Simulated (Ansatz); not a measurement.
AlN (rock salt, space group No. 225), the program Ansatz at the r²SCAN level (PAW): ε∞ = 4.75, cell volume 16.46 Å³. Infrared-active transverse modes:

```tsv
ω_TO (cm⁻¹)	oscillator strength S_xx (e²/amu)
466.1	0.9548
```

Question: Compute the static dielectric constant.

Answer: Each mode adds (4.921e7/V) S/ω²: 13.14. So ε0 = 17.9.

Question: What LO frequency does the Lyddane–Sachs–Teller relation give?

Answer: ω_LO = ω_TO √(ε0/ε∞) = 905 cm⁻¹.

Space group Fm-3m (rock salt). This is a known high-pressure phase of the composition, computed here at zero pressure and temperature. Symmetry was held in the r²SCAN relaxation; phonons on a q-mesh show no instability.

Potentials: the later of the program's two PAW sets.
